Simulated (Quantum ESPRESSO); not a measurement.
**Band energies of YSi**

```xyz
4
Lattice="2.1433 -5.2838 0.0000 2.1433 5.2838 0.0000 0.0000 0.0000 3.8337" Properties=species:S:1:pos:R:3 pbc="T T T"
Si     2.1433     0.7981     2.8752
Si     2.1433    -0.7981     0.9584
Y      2.1433     3.7977     2.8752
Y      2.1433    -3.7977     0.9584
```

norm-conserving LDA (Quantum ESPRESSO, 72 Ry, without SOC); path ΓXSRAZΓYX1A1TY,ZT; energies in eV from the Fermi level.

| k (1/Å) | point | band 11 | band 12 | band 13 | band 14 | band 15 | band 16 | band 17 | band 18 |
|---|---|---|---|---|---|---|---|---|---|
| 0.00 | Γ | -2.77 | -2.32 | -1.62 | -1.24 | 0.22 | 0.77 | 1.74 | 2.55 |
| 0.49 |  | -4.49 | -2.08 | -2.05 | -1.54 | 0.51 | 0.79 | 1.28 | 1.89 |
| 0.85 | X | -4.39 | -2.31 | -2.12 | -1.79 | 0.65 | 0.65 | 1.22 | 1.56 |
| 1.01 |  | -4.32 | -2.53 | -2.30 | -1.70 | 0.51 | 0.79 | 1.27 | 1.99 |
| 1.17 | S | -4.13 | -2.80 | -2.29 | -1.68 | 0.41 | 0.82 | 1.31 | 2.25 |
| 1.53 |  | -3.90 | -2.89 | -2.48 | -1.83 | -0.30 | 0.43 | 2.24 | 2.61 |
| 1.99 | R | -3.09 | -3.09 | -2.19 | -2.19 | -0.37 | -0.37 | 3.05 | 3.05 |
| 2.31 | A | -3.37 | -3.37 | -2.01 | -2.01 | -0.21 | -0.21 | 2.30 | 2.30 |
| 2.53 |  | -3.00 | -3.00 | -2.20 | -2.20 | -0.32 | -0.32 | 2.63 | 2.63 |
| 2.95 |  | -2.91 | -2.91 | -2.10 | -2.10 | -0.88 | -0.88 | 2.73 | 2.73 |
| 3.17 | Z | -2.93 | -2.93 | -2.08 | -2.08 | -0.95 | -0.95 | 2.91 | 2.91 |
| 3.48 |  | -3.85 | -2.35 | -2.11 | -1.26 | -0.99 | -0.10 | 1.99 | 2.19 |
| 3.89 |  | -2.74 | -2.32 | -2.12 | -0.82 | 0.20 | 0.55 | 1.66 | 2.55 |
| 3.99 | Γ | -2.77 | -2.32 | -1.62 | -1.24 | 0.22 | 0.77 | 1.74 | 2.55 |
| 4.28 |  | -2.36 | -2.20 | -1.73 | -1.14 | -0.20 | 1.00 | 1.95 | 1.97 |
| 4.58 | Y | -2.08 | -1.96 | -1.83 | -1.08 | -0.67 | 1.40 | 1.75 | 2.02 |
| 4.68 |  | -2.27 | -1.96 | -1.86 | -0.93 | -0.65 | 1.42 | 1.55 | 1.81 |
| 5.09 |  | -4.05 | -2.26 | -1.85 | -1.67 | 0.32 | 0.82 | 0.88 | 1.68 |
| 5.19 | X1 | -4.39 | -2.31 | -2.12 | -1.79 | 0.65 | 0.65 | 1.22 | 1.56 |
| 5.47 |  | -4.11 | -3.05 | -1.90 | -1.86 | -0.10 | 0.67 | 1.34 | 2.21 |
| 5.92 |  | -3.41 | -3.35 | -2.15 | -1.85 | -0.25 | -0.17 | 2.06 | 2.55 |
| 6.01 | A1 | -3.37 | -3.37 | -2.01 | -2.01 | -0.21 | -0.21 | 2.30 | 2.30 |
| 6.28 |  | -3.72 | -3.72 | -1.80 | -1.80 | 0.19 | 0.19 | 0.96 | 0.96 |
| 6.63 | T | -3.81 | -3.81 | -1.63 | -1.63 | -0.04 | -0.04 | 1.54 | 1.54 |
| 6.99 |  | -4.66 | -2.18 | -1.93 | -0.79 | -0.66 | 0.86 | 0.94 | 1.54 |
| 7.35 |  | -2.21 | -2.07 | -1.95 | -1.05 | -0.31 | 1.26 | 1.34 | 2.17 |
| 7.45 | Y | -2.08 | -1.96 | -1.83 | -1.08 | -0.67 | 1.40 | 1.75 | 2.02 |
| 7.45 | Z | -2.93 | -2.93 | -2.08 | -2.08 | -0.95 | -0.95 | 2.91 | 2.91 |
| 7.62 |  | -3.11 | -3.11 | -2.01 | -2.01 | -0.83 | -0.83 | 2.96 | 2.96 |
| 8.04 | T | -3.81 | -3.81 | -1.63 | -1.63 | -0.04 | -0.04 | 1.54 | 1.54 |

A metal at this level: along this path bands 15, 16 cross the Fermi level.

Geometry of the Materials Project entry, not relaxed at this level.

The structure is a Materials Project entry; no match was found in the copy of COD used, and its stability was not checked.

Letters of k points follow the standard setting of the lattice, whose axes may be ordered differently from the printed cell.
